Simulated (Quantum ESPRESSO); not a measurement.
AlZrSc2Ti2PtRu, different elements on one site, starting from this cell

A calculation, not a measurement. The program is pw.x of Quantum ESPRESSO 7.5 (plane-wave density functional theory). The cell is made up: eight metal atoms on a face-centred cubic lattice, with elements, volume, strain and displacements drawn at random and not relaxed, so it may be unstable or far from any real phase. PseudoDojo standard norm-conserving files set the functional (PBE unless stated); there is no spin polarisation or spin-orbit coupling, the Fermi-Dirac width of 0.25 eV means electrons at about 2900 K, and the masses in the input are unused placeholders. Heavy elements are run without spin-orbit coupling, which real alloys of them have. A spin test at this wide smearing found no moment, but such smearing suppresses magnetism that the real alloy may have.

The runs put different elements on site 6. Cell, positions, cutoff, mesh and smearing stay as in the input of run 1; sites are counted in its order. Stress in the tables is positive in tension.

Input of run 1:

```
&control calculation='scf', pseudo_dir='./dojo.nc.sr.pbe.v0_5.standard.upf', outdir='./o', disk_io='minimal', tprnfor=.true., tstress=.true. /
&system ibrav=0, nat=8, ntyp=6, nbnd=65, ecutwfc=84.00895049, nosym=.true., tot_charge=0,
 occupations='smearing', smearing='fd', degauss=0.0183746611
/
&electrons conv_thr=1.470e-08, electron_maxstep=70, mixing_beta=0.5 /
ATOMIC_SPECIES
Al 1.0 Al.upf
Pt 1.0 Pt.upf
Ru 1.0 Ru.upf
Sc 1.0 Sc.upf
Ti 1.0 Ti.upf
Zr 1.0 Zr.upf
CELL_PARAMETERS angstrom
0.0 2.0848 2.0848
-4.1695 0.0 0.0
0.0 -8.339 8.339
ATOMIC_POSITIONS angstrom
Al -0.1809 -0.0854 -0.1173
Zr 0.0283 -2.0443 1.9933
Sc -0.1586 -4.1473 4.24
Sc 0.1919 -6.1216 6.1883
Ti -2.1751 -0.1959 2.1139
Pt -2.2178 -2.1341 4.1227
Ti -2.0699 -4.2653 6.2495
Ru -2.1359 -6.1671 8.3352
K_POINTS automatic
8 6 2 1 1 1
```

| run | elements on sites 1 to 8 | -TS (eV) | pressure (GPa) | stress xx (GPa) | stress yy (GPa) | stress zz (GPa) | stress yz (GPa) | stress xz (GPa) | stress xy (GPa) | iterations |
| --- | --- | --- | --- | --- | --- | --- | --- | --- | --- | --- |
| 1 | Al Zr Sc Sc Ti Pt Ti Ru | -1.970 | 1.88 | -0.14 | -3.03 | -2.45 | -3.04 | 1.06 | -1.39 | 21 |
| 2 | Al Zr Sc Sc Ti Zr Ti Ru | -2.007 | 9.60 | -9.64 | -10.02 | -9.15 | -1.83 | 0.60 | -0.88 | 22 |
| 3 | Al Zr Sc Sc Ti Hf Ti Ru | -2.003 | 9.44 | -9.49 | -9.90 | -8.92 | -1.84 | 0.45 | -0.78 | 24 |
| 4 | Al Zr Sc Sc Ti Mg Ti Ru | -1.883 | 6.81 | -6.19 | -7.58 | -6.66 | -1.50 | 0.50 | -0.82 | 22 |
| 5 | Al Zr Sc Sc Ti Sc Ti Ru | -2.024 | 8.71 | -8.59 | -9.14 | -8.42 | -1.50 | 0.49 | -0.87 | 23 |

Forces Fx Fy Fz (eV/Å):

```
site             run 1              run 2              run 3              run 4              run 5
   1   0.23 0.63 -0.51    0.24 0.75 -0.64    0.24 0.76 -0.65    0.24 0.65 -0.53    0.25 0.74 -0.62
   2  -0.99 -1.12 0.52  -1.47 -0.19 -0.31  -1.51 -0.31 -0.23  -1.27 -0.27 -0.26  -1.36 -0.29 -0.25
   3   0.56 0.81 -1.41   0.51 -0.40 -0.25   0.55 -0.40 -0.32   0.52 -0.25 -0.47   0.53 -0.38 -0.23
   4  -1.23 -2.14 1.65   -1.17 -2.20 1.73   -1.16 -2.21 1.74   -1.19 -2.10 1.63   -1.17 -2.16 1.70
   5   0.42 1.72 -1.40    0.55 2.05 -1.79    0.53 2.05 -1.80    0.45 1.96 -1.65    0.52 2.03 -1.74
   6   0.43 -0.14 0.54    0.72 -0.17 0.67    0.73 -0.07 0.68    0.55 -0.02 0.52    0.55 -0.02 0.47
   7    0.25 0.32 0.58     0.31 0.30 0.48     0.31 0.31 0.46     0.37 0.18 0.67     0.37 0.22 0.56
   8   0.33 -0.07 0.03    0.31 -0.14 0.12    0.31 -0.15 0.13    0.32 -0.14 0.09    0.31 -0.15 0.12
```

Energies are left out, as each element's file has its own zero. A rerun of one cell of this series at a higher cutoff and on a denser mesh moved values by no more than 0.006 eV in energy, 0.03 GPa in stress and 0.008 eV/Å in force, and a second program with other atomic files agreed on that cell to 2 % rms in force and 0.5 GPa in pressure.